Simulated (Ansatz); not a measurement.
Ansatz (an electronic-structure program) input:

Ansatz 0.2 input:
```yaml
crystal:
  lattice:
    - [4.3514710705, 0.0, 0.0]
    - [-2.1757355353, 3.7684844909, 0.0]
    - [0.0, 0.0, 10.686433875]
  atoms:
    - { symbol: Sn, position: [0.3333333333, 0.6666666667, 0.8255905317] }
    - { symbol: Sn, position: [0.6666666667, 0.3333333333, 0.1744094683] }
    - { symbol: Ge, position: [0.0, 0.0, 0.5] }
    - { symbol: Te, position: [0.3333333333, 0.6666666667, 0.3491764328] }
    - { symbol: Te, position: [0.6666666667, 0.3333333333, 0.6508235672] }
    - { symbol: Te, position: [0.0, 0.0, 0.0] }
kpoints:
  mp_grid: { grid: [8, 8, 3] }
  band_path:
    path:
      - [[0.0, 0.0, 0.0], [0.5, 0.0, 0.0], [0.3333333333, 0.3333333333, 0.0], [0.0, 0.0, 0.0], [0.0, 0.0, 0.5], [0.5, 0.0, 0.5], [0.3333333333, 0.3333333333, 0.5], [0.0, 0.0, 0.5]]  # Γ-M-K-Γ-A-L-H-A
      - [[0.5, 0.0, 0.5], [0.5, 0.0, 0.0]]  # L-M
      - [[0.3333333333, 0.3333333333, 0.5], [0.3333333333, 0.3333333333, 0.0]]  # H-K
    npoints: 8
basis: { xc_grid: 2 }
hamiltonian:
  xc: pbesol
  pseudopotentials: { kind: paw }
magnetization: { noncollinear: true, spin_orbit: true }
scf:
  n_extra_bands: 12
  convergence: { dr2_threshold: 0.0000000001 }
  occupations: { method: gaussian, width: 0.05 }
output: { eigenvalues: true }
```

Output (shortened):

```
Pseudopotential: Sn, paw_fr, valence charge 14
Pseudopotential: Ge, paw_fr, valence charge 14
Pseudopotential: Te, paw_fr, valence charge 16
Functional definition: PBEsol
non-collinear run that drives no moment, with spin-orbit …
Crystal: 6 atoms, lattice volume = 175.241 Å³
Basis set: ecut = 420 eV, 3437 PW (Γ), exchange–correlation on 60×60×144 points (8 copies of the dense FFT grid, shifted against one another)
Bands: 102, of which v1, the nominal top of the filled ones, is band 90 counted from 1 (89 counted from 0)
Symmetry: 12 space group operations + 12 with time reversal
k-points: 25 of 192
Projection manifold: j_resolved (fully-relativistic pseudo-atomic orbitals)
SCF iter   1: F=—  HF=-36871.114215 eV  |F-HF|=—  |Δ(HF+E_count)|=         —  Δρ=1.14e-2  dr2=3.23e-1  dr2_m=0.00e0 (ungated)  ethr=3.10e-3  |M|=0.00e0 ∫|m|=0.00e0 μB  |m|>n=0.0e0 m-floor=0.0e0 τ_xc=0.0e0  β_m=0.30  ⟨swp⟩=8.0  Hψ=6161  notcnv=0  defer=2
preconditioner: auto → Resta (q_TF=auto, 2.442 Å⁻¹)
spin=Noncollinear: Resta preconditioning applied to the charge; magnetization (m_x, m_y, m_z) channels mix plain (no charge-response kernel on spin).
SCF iter   2: F=—  HF=-36871.087419 eV  |F-HF|=—  |Δ(HF+E_count)|=   2.68e-2  Δρ=8.58e-3  dr2=1.30e-1  dr2_m=0.00e0 (ungated)  ethr=3.59e-4  |M|=0.00e0 ∫|m|=0.00e0 μB  |m|>n=0.0e0 m-floor=0.0e0 τ_xc=0.0e0  β_m=0.61  ⟨swp⟩=1.6  Hψ=1531  notcnv=0  defer=126
SCF iter   3: F=—  HF=-36871.075183 eV  |F-HF|=—  |Δ(HF+E_count)|=   1.22e-2  Δρ=2.61e-3  dr2=1.86e-2  dr2_m=0.00e0 (ungated)  ethr=1.44e-4  |M|=0.00e0 ∫|m|=0.00e0 μB  |m|>n=0.0e0 m-floor=0.0e0 τ_xc=0.0e0  β_m=0.68  ⟨swp⟩=3.0  Hψ=2390  notcnv=0  defer=144
SCF iter   4: F=—  HF=-36871.074737 eV  |F-HF|=—  |Δ(HF+E_count)|=   4.46e-4  Δρ=5.26e-4  dr2=6.09e-4  dr2_m=0.00e0 (ungated)  ethr=2.07e-5  |M|=0.00e0 ∫|m|=0.00e0 μB  |m|>n=0.0e0 m-floor=0.0e0 τ_xc=0.0e0  β_m=0.76  ⟨swp⟩=2.0  Hψ=1358  notcnv=0  defer=144
SCF iter   5: F=—  HF=-36871.074971 eV  |F-HF|=—  |Δ(HF+E_count)|=   2.34e-4  Δρ=1.91e-4  dr2=8.52e-5  dr2_m=0.00e0 (ungated)  ethr=6.77e-7  |M|=0.00e0 ∫|m|=0.00e0 μB  |m|>n=0.0e0 m-floor=0.0e0 τ_xc=0.0e0  β_m=0.88  ⟨swp⟩=2.0  Hψ=1949  notcnv=0  defer=144
SCF iter   6: F=—  HF=-36871.075016 eV  |F-HF|=—  |Δ(HF+E_count)|=   4.53e-5  Δρ=9.70e-5  dr2=1.60e-5  dr2_m=0.00e0 (ungated)  ethr=9.47e-8  |M|=0.00e0 ∫|m|=0.00e0 μB  |m|>n=0.0e0 m-floor=0.0e0 τ_xc=0.0e0  β_m=0.74  ⟨swp⟩=2.0  Hψ=1949  notcnv=0  defer=144
SCF iter   7: F=—  HF=-36871.075008 eV  |F-HF|=—  |Δ(HF+E_count)|=   7.57e-6  Δρ=2.72e-5  dr2=1.22e-6  dr2_m=0.00e0 (ungated)  ethr=1.78e-8  |M|=0.00e0 ∫|m|=0.00e0 μB  |m|>n=0.0e0 m-floor=0.0e0 τ_xc=0.0e0  β_m=0.87  ⟨swp⟩=2.0  Hψ=1949  notcnv=0  defer=144
SCF iter   8: F=—  HF=-36871.075060 eV  |F-HF|=—  |Δ(HF+E_count)|=   5.16e-5  Δρ=6.10e-6  dr2=5.06e-8  dr2_m=0.00e0 (ungated)  ethr=1.36e-9  |M|=0.00e0 ∫|m|=0.00e0 μB  |m|>n=0.0e0 m-floor=0.0e0 τ_xc=0.0e0  β_m=0.79  ⟨swp⟩=2.0  Hψ=1849  notcnv=0  defer=146
SCF iter  11: F=-36871.075060 eV  HF=-36871.075060 eV  |F-HF|=0.00e0  |Δ(HF+E_count)|=  1.96e-10  Δρ=1.07e-7  dr2=2.71e-11  dr2_m=0.00e0 (ungated)  ethr=1.00e-12  |M|=0.00e0 ∫|m|=0.00e0 μB  |m|>n=0.0e0 m-floor=0.0e0 τ_xc=0.0e0  ⟨swp⟩=9.4  Hψ=4697  notcnv=0
SCF 1 converged in 11 iterations: F = -36871.075060 eV  dr2 = 2.71e-11
NSCF: frozen V_eff on 75 k-points
SCF converged after 11 iterations
Magnetization: |M| = 0.0000 μB,  M = (+0.0000, +0.0000, +0.0000) μB
Absolute magnetization: 0.0000 μB (∫|m|)
  site 0: m = (+0.0000, +0.0000, +0.0000) μB, |m| = 0.0000 μB  (R = 1.29 Å)
  site 1: m = (+0.0000, +0.0000, +0.0000) μB, |m| = 0.0000 μB  (R = 1.29 Å)
  site 2: m = (+0.0000, +0.0000, +0.0000) μB, |m| = 0.0000 μB  (R = 1.23 Å)
  site 3: m = (+0.0000, +0.0000, +0.0000) μB, |m| = 0.0000 μB  (R = 1.23 Å)
  site 4: m = (+0.0000, +0.0000, +0.0000) μB, |m| = 0.0000 μB  (R = 1.23 Å)
  site 5: m = (+0.0000, +0.0000, +0.0000) μB, |m| = 0.0000 μB  (R = 1.29 Å)
Free energy (F): -36871.075060 eV
Harris-Foulkes:  -36871.075060 eV  (|F-HF|=0.00e0)
Internal energy: -36871.075060 eV  (E = F + TS)
E sigma→0 (E₀):  -36871.075060 eV
Entropy (-TS):    0.000000 eV ( 0.000 meV/atom)
Fermi energy:    9.786148 eV
--- Per-component energies (eV) ---
  E_band       = -1081.859128
  E_kinetic    = 1025.964009
  E_local      = -7816.693799  (includes V_loc(G=0)·N_el)
  E_nonlocal   = -568.082092
  E_hartree    = 4497.749623
  E_xc         = -1206.740567
  E_vxc        = -573.596390  (∫ρ·V_xc dr)
  E_paw        = -23865.765669  (= ΣΔE_a)
  E_vpaw       = -2144.949975  (= ΣTr[D̂ρ^β])
  E_aug_tail   = -0.000285  (compensation charges beyond the density's cutoff)
  E_ewald      = -8940.138945
  E_core_change = 2.632666  (= ΣΔE_core)
  E_smearing   =  0.000000  (= −TS)
  E_closure    = 0.000000  (closes the sum)
  Σ components = -36871.075060   (vs F -36871.075060, Δ=0.00e0)
  [band-id]    e_kinetic+e_local+e_nonlocal+2·e_hartree+e_vxc+e_vpaw+e_augmentation_tail = -1081.859286   (vs E_band -1081.859128, Δ=-1.58e-4)
--- Band table (eV; the first three rows and the last of 25) ---
  k-point 0: bands = ["-28.0913", "-28.0913", "-28.0911", "-28.0911", "-28.0867", "-28.0867", "-28.0859", "-28.0859", "-28.0818", "-28.0818", "-28.0722", "-28.0722", "-26.6249", "-26.6249", "-26.6246", "-26.6246", "-26.6218", "-26.6218", "-26.6206", …
  k-point 1: bands = ["-28.0913", "-28.0913", "-28.0911", "-28.0911", "-28.0866", "-28.0866", "-28.0859", "-28.0859", "-28.0818", "-28.0818", "-28.0722", "-28.0722", "-26.6249", "-26.6249", "-26.6246", "-26.6246", "-26.6217", "-26.6217", "-26.6206", …
  k-point 2: bands = ["-28.0912", "-28.0912", "-28.0911", "-28.0911", "-28.0866", "-28.0866", "-28.0859", "-28.0859", "-28.0818", "-28.0818", "-28.0722", "-28.0722", "-26.6248", "-26.6248", "-26.6245", "-26.6245", "-26.6217", "-26.6217", "-26.6207", …
  k-point 24: bands = ["-28.0907", "-28.0907", "-28.0907", "-28.0907", "-28.0862", "-28.0862", "-28.0861", "-28.0861", "-28.0817", "-28.0817", "-28.0717", "-28.0717", "-26.6239", "-26.6239", "-26.6239", "-26.6239", "-26.6214", "-26.6214", "-26.6213", …
```

Cost: very roughly 4 core-minutes on shared cores.

Space group P-3m1. The workflow started from a Materials Project entry (that database holds measured and hypothetical structures alike); the Crystallography Open Database copy checked does not list it. Its standing as an ambient phase is unchecked. Symmetry was held in the PBEsol relaxation; of distortions, only those at the zone centre were tested, and some modes there are weakly imaginary.

Potentials: the later of the program's two PAW sets.

Ansatz is a plane-wave DFT program.
